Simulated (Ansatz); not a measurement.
Total density of states per atom from PBE in the plane-wave PAW code Ansatz, in 0.25 eV bins, energy from the valence-band maximum:

| E (eV) | states/eV/atom |
|---|---|
| -7.85 | 0.60 |
| -7.60 | 0.54 |
| -7.35 | 0.27 |
| -7.10 | 0.25 |
| -6.85 | 0.21 |
| -6.60 | 0.20 |
| -6.35 | 0.23 |
| -6.10 | 0.32 |
| -5.85 | 0.47 |
| -5.60 | 0.84 |
| -5.35 | 0.60 |
| -5.10 | 0.68 |
| -4.85 | 0.76 |
| -4.60 | 0.62 |
| -4.35 | 0.35 |
| -4.10 | 0.53 |
| -3.85 | 0.53 |
| -3.60 | 0.62 |
| -3.35 | 0.61 |
| -3.10 | 0.55 |
| -2.85 | 0.75 |
| -2.60 | 0.72 |
| -2.35 | 0.71 |
| -2.10 | 0.57 |
| -1.85 | 0.60 |
| -1.60 | 0.51 |
| -1.35 | 0.33 |
| -1.10 | 0.23 |
| -0.85 | 0.16 |
| -0.60 | 0.14 |
| -0.35 | 0.10 |
| -0.10 | 0.07 |
| 0.15 | 0.00 |
| 0.40 | 0.00 |
| 0.65 | 0.01 |
| 0.90 | 0.04 |
| 1.15 | 0.06 |
| 1.40 | 0.09 |
| 1.65 | 0.17 |
| 1.90 | 0.48 |
| 2.15 | 0.62 |
| 2.40 | 0.61 |
| 2.65 | 0.57 |
| 2.90 | 0.60 |
| 3.15 | 0.58 |
| 3.40 | 0.34 |
| 3.65 | 0.34 |
| 3.90 | 0.33 |
| 4.15 | 0.36 |
| 4.40 | 0.42 |
| 4.65 | 0.49 |
| 4.90 | 0.59 |
| 5.15 | 0.57 |
| 5.40 | 0.53 |

### Question
Which of these materials gives this?
(A) SnO, P4/nmm (Sn on 2c, O on 2a)
(B) SiGe, P4/nmm (Ge on 2c, Si on 2a)
(C) Sn, diamond
(D) Mg2Sn, fluorite or antifluorite type

### Answer
A, SnO, P4/nmm (Sn on 2c, O on 2a). Top 1 eV of the valence band: O 2p 42 %, Sn 5s 38 %, Sn 5p 16 %. Bottom 1 eV of the conduction band: Sn 5p 71 %, O 2s 10 %, O 2p 7 %, outside the projected shells 7 %. Projections are on Löwdin-orthogonalised atomic valence shells; empty p or d shells of many metals are not among them.

The PBE relaxation kept the symmetry of its start. The volume moved by 16 % from the start of the relaxation. A crystal of weakly bound layers computed without a dispersion correction: the cell and the soft elastic constants depend strongly on that. Scalar-relativistic: spin–orbit coupling is off unless named, which matters more the heavier the elements.

Potentials: the later of the program's two PAW sets.
